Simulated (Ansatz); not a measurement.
A geometry of MgZn2 away from equilibrium: the start of the relaxation of a randomly generated symmetric cell of MgZn2 (space group No. 65). The numbers are results of PBEsol (plane waves to 420 eV, PAW, scalar-relativistic; Ansatz, an electronic-structure program), not measurements. Γ-centred k-mesh 14×14×5 on the run's cell (coarser than for final values), Fermi–Dirac smearing 0.05 eV.

```xyz
3
Lattice="1.2057 -3.7061 0.0000 1.2057 3.7061 0.0000 0.0000 0.0000 6.7533" Properties=species:S:1:pos:R:3:forces:R:3 pbc="T T T" free_energy=-8466.760 pressure_GPa=39.4
Mg     1.2057     0.0000     0.0000    0.0000    0.0000    0.0000
Zn     0.0000     0.0000     1.6217    0.0000    0.0000    8.9507
Zn     0.0000     0.0000     5.1317    0.0000    0.0000   -8.9507
```

Positions in Å, forces in eV/Å, free energy of the cell in eV (comparable only within this code, potentials and settings). Largest force: 8.95 eV/Å, on Zn2, Zn3 (atoms numbered as listed); the geometry lies 2.25 eV/atom above the end of its relaxation.

No spin polarisation in the result.

The run could not lose the symmetry of its start, so the end can be a saddle point.

The end of the path is a generated cell of MgZn2: the first start was made by a random draw of sites in a space group, and the end was not matched to a known phase here, so it may be hypothetical. Known forms of MgZn2 include space group No. 194.
